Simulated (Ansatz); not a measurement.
Ansatz 0.2.0, settings compared: ScZn3

Run with:

```bash
ansatz run input.yaml --threads 1 --pin off --max-ram 2560MiB --backend cpu --events-out ev --progress --plain --runs-dir out
```

Input:

```yaml
crystal:
  lattice:
    - [2.792397, 4.836572, 0.0]
    - [-2.792397, 4.836572, 0.0]
    - [0.0, 0.0, 4.281675]
  atoms:
    - { symbol: Sc, position: [0.3333, 0.3334, 0.25] }
    - { symbol: Sc, position: [0.6666, 0.6667, 0.75] }
    - { symbol: Zn, position: [0.833, 0.833, 0.25] }
    - { symbol: Zn, position: [0.167, 0.666, 0.75] }
    - { symbol: Zn, position: [0.334, 0.833, 0.25] }
    - { symbol: Zn, position: [0.167, 0.167, 0.75] }
    - { symbol: Zn, position: [0.833, 0.334, 0.25] }
    - { symbol: Zn, position: [0.666, 0.167, 0.75] }
  symmetry: { tolerance: 0.0003 }
kpoints:
  mp_grid: { grid: [4, 4, 4], shift: [0, 0, 0] }
magnetization:
  spin_polarized: false
scf:
  occupations: { method: fermi_dirac }
hamiltonian:
  pseudopotentials: { kind: paw }
  xc: r2scan
basis:
  ecutwfc: 500
output:
  forces: true
  stress: true
  eigenvalues: true
  write_density: true
  write_potential: true
  elf: true
  volumetric_format: npy
```

Origin of the cell: a known structure type with other elements, at an estimated volume, so it need not be a known compound.

The smearing width isn't typed, so it takes its default of 0.1 eV.

Output of this run (shortened):

```
SCF iter   1: F=—  HF=-24237.327199 eV  Δρ=2.36e-2  dr2=5.25e-1  dr2_τ=2.28e-2  defer=2
SCF iter   2: F=—  HF=-24237.348069 eV  Δρ=4.05e-3  dr2=2.77e-2  dr2_τ=2.85e-3  defer=11
SCF iter   3: F=—  HF=-24237.330474 eV  Δρ=4.64e-3  dr2=2.60e-2  dr2_τ=2.99e-4  defer=11
SCF iter   4: F=—  HF=-24237.326109 eV  Δρ=1.63e-3  dr2=4.24e-3  dr2_τ=8.48e-5  defer=11
SCF iter   5: F=—  HF=-24237.326018 eV  Δρ=5.30e-4  dr2=3.80e-4  dr2_τ=1.16e-5  defer=11
SCF iter   6: F=—  HF=-24237.326189 eV  Δρ=1.63e-4  dr2=4.32e-5  dr2_τ=2.96e-7  defer=8
SCF iter   7: F=—  HF=-24237.326200 eV  Δρ=3.57e-5  dr2=3.29e-6  dr2_τ=1.29e-8  defer=8
SCF iter   8: F=—  HF=-24237.326202 eV  Δρ=1.16e-5  dr2=2.27e-7  dr2_τ=6.39e-9  defer=8
SCF iter   9: F=-24237.326202 eV  HF=-24237.326202 eV  Δρ=3.80e-6  dr2=2.90e-8  dr2_τ=5.55e-10
SCF 1 converged in 9 iterations: F = -24237.326202 eV  dr2 = 2.90e-8
SCF converged after 9 iterations
Free energy (F): -24237.326202 eV
Harris-Foulkes:  -24237.326202 eV  (|F-HF|=6.59e-9)
Internal energy: -24237.207336 eV  (E = F + TS)
E sigma→0 (E₀):  -24237.266769 eV
Entropy (-TS):   -0.118866 eV (-14.858 meV/atom)
Fermi energy:    12.882923 eV
--- Per-component energies (eV) ---
  E_band       = 132.199173
  E_kinetic    = 1323.804155
  E_local      = -10230.789508  (includes V_loc(G=0)·N_el)
  E_nonlocal   = 3831.905565
  E_hartree    = 4218.930792
  E_xc         = -960.299810
  E_vxc        = -629.948575  (∫ρ·V_xc dr)
  E_paw        = -12989.876570  (= ΣΔE_a)
  E_vpaw       = -2639.727153  (= ΣTr[D̂ρ^β])
  E_aug_tail   = -0.000312  (compensation charges beyond the density's cutoff)
  E_vtau       = 39.090494  (kinetic-family band-sum trace: ∫τ·v_τ [+ j·A + Jᵃ·Aᵃ] dr)
  E_ewald      = -9429.308952
  E_core_change = -1.572696  (= ΣΔE_core)
  E_smearing   = -0.118866  (= −TS)
  Σ components = -24237.326202   (vs F -24237.326202, Δ=0.00e0)
--- Forces (eV/Å), atoms counted from 1 ---
  atom   1  Sc    -0.000000    -0.000000     0.000000
[… 2 lines left out …]
  atom   4  Zn    -0.555577     0.320762     0.000000
  atom   5  Zn    -0.555577    -0.320762     0.000000
  atom   6  Zn     0.000000    -0.641525     0.000000
  atom   7  Zn     0.555577    -0.320762     0.000000
  atom   8  Zn     0.555577     0.320762     0.000000
  max |Σ_I F_I| component: 2.78e-16 eV/Å
--- Stress (GPa, compression-positive) ---
       12.334402      -0.000000       0.000000
       -0.000000      12.334402       0.000000
        0.000000       0.000000      10.890803
  P = ⅓ Tr σ = 11.8532 GPa (118.532 kbar)
```

The same input was run again with these changes:

1. `hamiltonian.hubbard` default → { sites: [{ species: Sc, l: d, u_eff: 1.0 }], double_counting: fll }
2. `scf.lower_state_search` default → standard
3. `scf.mixing.preconditioner` default → kerker
4. `scf.occupations.width` default → 0.1; `hamiltonian.dispersion` default → d4

```csv
run,end,SCF iterations,P (GPa),max force component (eV/Å),moment (μB),ΔE(σ→0) (meV/atom)
base,converged,9,11.85,0.642,–,0
1,converged,10,12.82,0.706,–,–
2,converged,9,11.85,0.642,–,0.00
3,converged,9,11.85,0.642,–,0.00
4,converged,9,10.63,0.641,–,–
```

Energies are compared only where functional, datasets, charge and starting cell are the same.

Caveats of the base run: the k mesh is coarse if the cell is a metal.

Time of the base run: 21 s on 1 thread of Arm Neoverse V1 (shared host), peak memory 0.69 GiB, from the program's own first density.
